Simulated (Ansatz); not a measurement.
## Straining Ti$_{2}$O

Level of theory: Ansatz, DFT PBEsol, scalar-relativistic, plane waves, PAW. Run with 420 eV cutoff, 24×24×12 k-mesh, Gaussian smearing of 0.10 eV, no spin polarisation.

The relaxed crystal:

```
Ti O
1.0
     2.95295    0.00000    0.00000
    -1.47648    2.55733    0.00000
     0.00000    0.00000    4.72373
Ti O
2 1
Direct
  0.66667 0.33333 0.26267
  0.33333 0.66667 0.73733
  0.00000 0.00000 0.00000
```

Deformation: uniaxial strain along c, with the lengths of a and b and the atoms relaxed and the angles held, all within the symmetry that the strain leaves. Energies are extrapolated to zero smearing. Stress is positive in compression, on the Cartesian axes of the cell above.

Strains computed: -2.0, -1.0, +1.0, +2.0 %.

At which strain does the energy stand 1.1 meV/atom over the relaxed crystal with σxx = 0.00, σyy = 0.00, σzz = 2.96 GPa?

-1.0 %.